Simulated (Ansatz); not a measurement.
An Ansatz input:

```yaml
crystal:
  lattice:
    - [0.0, 1.4647954837, 1.4647954837]
    - [1.4647954837, 0.0, 1.4647954837]
    - [1.4647954837, 1.4647954837, 0.0]
  atoms:
    - { symbol: B, position: [0.0, 0.0, 0.0] }
hamiltonian:
  xc: r2scan
  pseudopotentials:
    kind: paw
    azcp:
      B: "pseudopotentials/B.paw.azcp"
basis:
  ecutwfc: 500
  fft_grid_basis: typed
kpoints:
  mp_grid: { grid: [21, 21, 21], shift: [0, 0, 0] }
magnetization:
  spin_polarized: false
scf:
  occupations: { method: fermi_dirac, width: 0.1 }
  lower_state_search: "off"
output:
  stress: true
```

Output

```
Engine: ansatz 0.2.0, x86_64-unknown-linux-gnu
Pseudopotentials: kind: paw
Pseudopotential: B, paw, valence charge 3, recommended cutoff 500 eV (meta_gga) 
Functional definition: r2SCAN
  parameter k0 = 0.174
  parameter k1 = 0.065
  parameter a1 = 4.9479
  exchange = r2scan_x(k0 = k0, k1 = k1, a1 = a1)
  correlation = r2scan_c
Crystal: 1 atoms, lattice volume = 6.286 Å³
Basis set: ecut = 500 eV, 169 PW (Γ), exchange–correlation on 64×64×64 points (64 copies of the dense FFT grid, shifted against one another)
Bands: 6, of which v1, the nominal top of the filled ones, is band 2 counted from 1 (1 counted from 0)
Symmetry: 48 space group operations
Space group: Fm-3m (ITA 225), of the structure as read, at distance tolerance 1.8e-5 Å
k-points: 286 of 9261
Non-local potential: B, projectors of the file, l = 0: 2, l = 1: 2, l = 2: 1
PAW form: soft (Blöchl's): semilocal exchange-correlation on the pseudo side does not see the compensation charge
PAW frozen core: B, regenerated for the run's functional (the file was generated under x = pbe(κ = 0.804, μ = 0.2195149727645171), c = pbe(β = 0.06672455060314922))
PAW one-centre angular grid: B, 302 points (default); XC on 160 Gauss nodes
Initial density: superposition of atomic densities (neutral atoms: chi_scale 0, normalization atom), corrected by the library's trained network
Initial wavefunctions: pseudopotential atomic-orbital guess
Functional: x = r2scan, c = r2scan; τ floored in thin density (d = 2e-4 eV/Å³)
SCF iter   1: F=-155.066559 eV  HF=-155.046714 eV  |F-HF|=1.98e-2  |Δ(HF+E_count)|=         —  Δρ=7.30e-3  dr2=1.82e-3  dr2_τ=7.05e-2  ethr=1.77e-3  ⟨swp⟩=5.0  Hψ=13613  notcnv=0
SCF iter   2: F=-155.067903 eV  HF=-155.067893 eV  |F-HF|=9.49e-6  |Δ(HF+E_count)|=   2.12e-2  Δρ=5.40e-3  dr2=9.95e-4  dr2_τ=8.84e-6  ethr=6.05e-5  ⟨swp⟩=2.0  Hψ=5617  notcnv=0  defer=103
SCF iter   3: F=-155.067910 eV  HF=-155.067861 eV  |F-HF|=4.88e-5  |Δ(HF+E_count)|=   3.24e-5  Δρ=2.27e-3  dr2=1.82e-4  dr2_τ=1.13e-5  ethr=3.32e-5  ⟨swp⟩=2.0  Hψ=1943  notcnv=0  defer=103
SCF iter   4: F=-155.067922 eV  HF=-155.067919 eV  |F-HF|=3.23e-6  |Δ(HF+E_count)|=   5.77e-5  Δρ=8.24e-4  dr2=2.34e-5  dr2_τ=1.91e-7  ethr=6.06e-6  ⟨swp⟩=1.6  Hψ=1772  notcnv=0  defer=103
SCF iter   5: F=-155.067923 eV  HF=-155.067923 eV  |F-HF|=3.57e-7  |Δ(HF+E_count)|=   3.80e-6  Δρ=2.51e-4  dr2=2.18e-6  dr2_τ=2.28e-8  ethr=7.79e-7  ⟨swp⟩=1.3  Hψ=1692  notcnv=0  defer=103
SCF iter   6: F=-155.067923 eV  HF=-155.067923 eV  |F-HF|=4.14e-9  |Δ(HF+E_count)|=   4.74e-7  Δρ=2.56e-5  dr2=2.26e-8  dr2_τ=1.66e-10  ethr=3.33e-9  ⟨swp⟩=2.8  Hψ=5118  notcnv=0
SCF 1 converged in 6 iterations: F = -155.067923 eV  dr2 = 2.26e-8
SCF converged after 6 iterations
Free energy (F): -155.067923 eV
Harris-Foulkes:  -155.067923 eV  (|F-HF|=4.14e-9)
Internal energy: -155.061472 eV  (E = F + TS)
E sigma→0 (E₀):  -155.064698 eV
Entropy (-TS):   -0.006451 eV (-6.451 meV/atom)
Fermi energy:    13.569432 eV
--- Per-component energies (eV) ---
  E_band       = 15.881101
  E_kinetic    = 46.606430
  E_local      = -0.656453  (includes V_loc(G=0)·N_el)
  E_nonlocal   = 10.891831
  E_hartree    = 0.254115
  E_xc         = -31.009630
  E_vxc        = -41.035335  (∫ρ·V_xc dr)
  E_paw        = -79.718664  (= ΣΔE_a)
  E_vpaw       = -2.505048  (= ΣTr[D̂ρ^β])
  E_aug_tail   = -0.000001  (compensation charges beyond the density's cutoff)
  E_vtau       = 2.071517  (kinetic-family band-sum trace: ∫τ·v_τ [+ j·A + Jᵃ·Aᵃ] dr)
  E_ewald      = -101.410658
  E_core_change = -0.018442  (= ΣΔE_core)
  E_smearing   = -0.006451  (= −TS)
  E_closure    = 0.000000  (closes the sum)
  Σ components = -155.067923   (vs F -155.067923, Δ=0.00e0)
--- Stress (GPa, compression-positive) ---
      -18.632617       0.000000       0.000000
        0.000000     -18.632617       0.000000
        0.000000      -0.000000     -18.632617
  P = ⅓ Tr σ = -18.6326 GPa (-186.326 kbar)
```

Launched by

```sh
ansatz run input.yaml --threads 1 --pin off --max-ram 3584MiB --backend cpu --events-out ev --progress --plain --runs-dir out
```

On 1 thread of Intel(R) Xeon(R) Platinum 8259CL CPU @ 2.50GHz (Skylake/Cascade Lake) (shared host) this took about 4.1 s of wall time and 3.4 s of CPU time.
